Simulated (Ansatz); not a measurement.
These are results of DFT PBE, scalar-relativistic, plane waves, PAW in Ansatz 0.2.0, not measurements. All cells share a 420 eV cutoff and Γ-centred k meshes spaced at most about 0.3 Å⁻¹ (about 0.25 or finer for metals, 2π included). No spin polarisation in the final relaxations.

All energies are static (0 K, no zero-point motion). All come from trial cells, and lower structures may exist.

Question: Order these relaxed structures of Ge5Pd by energy, lowest first, with the energy over the lowest of them.
A.

Space group P6/mmm (No. 191). a = 5.152 Å, b = 5.152 Å, c = 5.274 Å, α = 90.00°, β = 90.00°, γ = 120.00°
```csv
atom,site,symmetry,x,y,z
Ge,3g,mmm,0.0000,0.5000,0.5000
Ge,2c,-6m2,0.3333,0.6667,0.0000
Pd,1a,6/mmm,0.0000,0.0000,0.0000
```

B.

Space group P6/mmm (No. 191). a = 4.862 Å, b = 4.862 Å, c = 5.322 Å, α = 90.00°, β = 90.00°, γ = 120.00°
```
atom  site  symmetry       x       y       z
  Ge    2d      -6m2  0.3333  0.6667  0.5000
  Ge    2c      -6m2  0.3333  0.6667  0.0000
  Ge    1b     6/mmm  0.0000  0.0000  0.5000
  Pd    1a     6/mmm  0.0000  0.0000  0.0000
```

C.

Space group F-43m (No. 216). a = 7.764 Å, b = 7.764 Å, c = 7.764 Å, α = 90.00°, β = 90.00°, γ = 90.00°
```json
{"atom": "Ge", "site": "16e", "symmetry": ".3m", "x": "0.6251", "y": "0.1251", "z": "0.1251"}
{"atom": "Ge", "site": "4c", "symmetry": "-43m", "x": "0.2500", "y": "0.2500", "z": "0.2500"}
{"atom": "Pd", "site": "4a", "symmetry": "-43m", "x": "0.0000", "y": "0.0000", "z": "0.0000"}
```

D.

Space group P-6m2 (No. 187). a = 3.024 Å, b = 3.024 Å, c = 13.995 Å, α = 90.00°, β = 90.00°, γ = 120.00°
```tsv
atom	site	symmetry	x	y	z
Ge	2i	3m.	0.6667	0.3333	0.8542
Ge	2g	3m.	0.0000	0.0000	0.6768
Ge	1f	-6m2	0.6667	0.3333	0.5000
Pd	1a	-6m2	0.0000	0.0000	0.0000
```

Answer: B (0 meV/atom), D (66 meV/atom), C (307 meV/atom), A (324 meV/atom). Forms: B P6/mmm; D Ge and Pd ordered on hcp sites, P-6m2; C F-43m; A P6/mmm. Counting Ge atoms around Pd (those within 1.25 times the shortest such distance or 1.15 times the sum of covalent radii; a plus sign parts nearer from farther groups; the shortest distance is added where it exceeds 1.18 times the sum of covalent radii): B has Pd 8; D has Pd 6; C has Pd 16 from 3.2 Å; A has Pd 6+12. A holds Ge–Ge nets (shortest 2.58 Å) (bonds between like non-metal atoms; other contacts aren't counted). Even the lowest lies +0.08 eV/atom against the elements.

Cells relaxed within their symmetry can be saddle points. Some types were kept out of the candidates beforehand, so the set may lack a known form.
